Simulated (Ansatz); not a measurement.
## Property card for SnGe5

Theory: DFT PBE, scalar-relativistic, plane waves, PAW in Ansatz.

Settings: cutoff 420 eV, Γ-centred mesh 6×6×14 on the computed 6-atom cell, Gaussian smearing of 0.10 eV; no spin polarisation.

The structure is relaxed at this level of theory with its symmetry kept, and needn't be the ground state of this composition.

```xyz
6
Lattice="7.8990 0.0000 0.0000 -3.9495 6.8407 0.0000 0.0000 0.0000 2.8462" Properties=species:S:1:pos:R:3 pbc="T T T"
Sn    0.0000    0.0000    0.0000
Ge    5.1099    0.0000    0.0000
Ge   -2.5550    4.4253    0.0000
Ge    1.3945    2.4154    0.0000
Ge    0.0000    4.5605    0.0000
Ge    3.9495    2.2802    0.0000
```

Question: Formation energy from the elements' standard states (uncorrected)?

Answer: +0.293 eV/atom.

Question: Kohn–Sham band gap?

Answer: none (metal).

Question: Density of states at the Fermi level?

Answer: 3.3 states/eV per cell.

Question: Orbital (Löwdin) character within 0.5 eV of the Fermi level?

Answer: Ge 4p 71 %, Sn 5p 14 %, Ge 4s 11 %.

Question: Bader charge by site (e)?

Answer: Sn (1 in the cell) 0.21, Ge (3 in the cell) -0.06, Ge (2 in the cell) -0.01.

The cell was found from a structure generator's guess, not taken from experiment. Löwdin shares on free-atom orbitals overweight diffuse shells.
